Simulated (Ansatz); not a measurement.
Method: Ansatz 0.2.0, DFT PBE, scalar-relativistic, plane waves, PAW. Cutoff 420 eV, Γ-centred meshes of about 0.25 Å⁻¹ or finer for metals and 0.3 Å⁻¹ for insulators (2π included), Gaussian smearing. No spin polarisation.

A search over trial structures of SnH gave this relaxed cell.

```
Sn H
1.0
     3.19990   -0.00528   -0.00572
     0.00915    5.16637   -0.03154
     0.02020   -0.01217    9.00589
Sn H
4 4
Cartesian
  0.0257 5.1520 5.9726
  0.0110 2.5827 1.4807
  3.2182 2.5662 7.4879
  3.2035 -0.0030 2.9960
  1.6334 5.0799 8.5966
  1.6190 2.2553 4.2748
  1.6103 2.8936 4.6938
  1.5958 0.0690 0.3720
```

Wave vectors count in units of this cell's reciprocal vectors.

Question: Is this structure dynamically stable?

Answer: It is unstable on this q mesh. The phonons on a 2×1×1 q mesh of the computed 8-atom cell go imaginary, to 26i cm⁻¹ at q = (-0.50, 0.00, 0.00). (Phonon run: 10×6×4 k mesh, Gaussian smearing of 0.10 eV.) A kick in a repeat of the cell lowered it by 5 meV/atom on a coarse mesh, into P2/m, which no converged run confirmed. The optical modes at Γ run from 15 to 4029 cm⁻¹. Around Sn on its first site lie 3 Sn at 2.98–3.00 Å, 4 H at 3.05–3.08 Å, 2 Sn at 3.20 Å and 2 H at 3.27 Å; Sn on its second site is surrounded by 3 Sn at 2.98–3.00 Å, 6 H at 3.18–3.30 Å and 2 Sn at 3.20 Å; H on its first site has 1 H at 0.76 Å, 6 Sn at 3.08–3.30 Å, 2 H at 3.20 Å and 2 H at 3.29 Å; H on its second site has 1 H at 0.76 Å, 2 Sn at 3.05 Å, 2 H at 3.20 Å, 4 Sn at 3.24–3.27 Å and 2 H at 3.29 Å. The phonon run warned that its eigensolver hadn't fully converged.

Phonons of metals hang on the k mesh and the smearing.
